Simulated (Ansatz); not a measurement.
RbBr:
Space group Fm-3m (No. 225); a = b = c = 7.018 Å, α = β = γ = 90.00°

| atom | site | symmetry | x | y | z |
|---|---|---|---|---|---|
| Rb | 4a | m-3m | 0.0000 | 0.0000 | 0.0000 |
| Br | 4b | m-3m | 0.5000 | 0.5000 | 0.5000 |
(The calculation used a cell of 2 atoms; values per cell refer to that cell.)

Relaxed with PBE.

Task: Give the optical modes at the zone centre with their infrared and Raman activity from DFPT, the program Ansatz at the PBE level (PAW).

Result: Transverse frequencies, without the LO–TO term; a row sums one degenerate level.

```csv
ω (cm⁻¹),degeneracy,IR ((D/Å)²/amu),Raman (Å⁴/amu),activity,symmetry
76,3,2.27,0,IR,T1u
```

Task: How high does the top mode go among those that the LO–TO term moves?

Result: 116 cm⁻¹ for q along x.

The cell was relaxed with PBE under the symmetry of its start; phonons on a q-mesh show no instability.

Potentials: the later of the program's two PAW sets.
